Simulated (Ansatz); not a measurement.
CuI (zinc blende)

Space group F-43m (No. 216); a = 5.9394 Å, b = 5.9394 Å, c = 5.9394 Å, α = 90.00°, β = 90.00°, γ = 90.00°

| atom | site | symmetry | x | y | z |
|---|---|---|---|---|---|
| I | 4c | -43m | 0.2500 | 0.2500 | 0.2500 |
| Cu | 4a | -43m | 0.0000 | 0.0000 | 0.0000 |
(The calculation used a cell of 2 atoms; values per cell refer to that cell.)

Equation-of-state scan: isotropic scaling of the cell above, V₀ being its volume. Symmetry pins the atoms to their sites.

All values below come from PBEsol (plane waves to 420 eV, PAW, scalar-relativistic; Ansatz, an electronic-structure program). k mesh 10×10×10 (Γ-centred), Fermi-Dirac smearing 0.05 eV. E stands for the smeared free energy. Stress and pressure are positive under compression. CuI is run without spin polarisation. CuI was relaxed with its symmetry unable to fall. Spin-orbit coupling is left out, though I is heavy. The zero of ΔE is the relaxed starting cell.

```json
[
 {"V (Å³/atom)": "23.571", "ΔE (eV/atom)": "0.0501", "P (GPa)": "6.84"},
 {"V (Å³/atom)": "24.008", "ΔE (eV/atom)": "0.0335", "P (GPa)": "5.38"},
 {"V (Å³/atom)": "24.444", "ΔE (eV/atom)": "0.0207", "P (GPa)": "4.07"},
 {"V (Å³/atom)": "24.880", "ΔE (eV/atom)": "0.0112", "P (GPa)": "2.89"},
 {"V (Å³/atom)": "25.317", "ΔE (eV/atom)": "0.0048", "P (GPa)": "[?]"},
 {"V (Å³/atom)": "25.753", "ΔE (eV/atom)": "[?]", "P (GPa)": "0.86"},
 {"V (Å³/atom)": "26.190", "ΔE (eV/atom)": "0.0000", "P (GPa)": "0.00"},
 {"V (Å³/atom)": "26.627", "ΔE (eV/atom)": "[?]", "P (GPa)": "-0.78"},
 {"V (Å³/atom)": "27.063", "ΔE (eV/atom)": "0.0042", "P (GPa)": "-1.49"},
 {"V (Å³/atom)": "27.499", "ΔE (eV/atom)": "0.0091", "P (GPa)": "-2.12"},
 {"V (Å³/atom)": "27.936", "ΔE (eV/atom)": "0.0157", "P (GPa)": "-2.69"},
 {"V (Å³/atom)": "28.372", "ΔE (eV/atom)": "0.0238", "P (GPa)": "-3.21"},
 {"V (Å³/atom)": "28.809", "ΔE (eV/atom)": "[?]", "P (GPa)": "-3.67"}
]
```

**Question.** Fill in the missing entries.

**Answer.** 
- 25.317, P (GPa): 1.83
- 25.753, ΔE (eV/atom): 0.0011
- 26.627, ΔE (eV/atom): 0.0011
- 28.809, ΔE (eV/atom): 0.0331

(A scan under strain: stresses follow from slopes of the energy per volume, elastic moduli from its curvatures.)
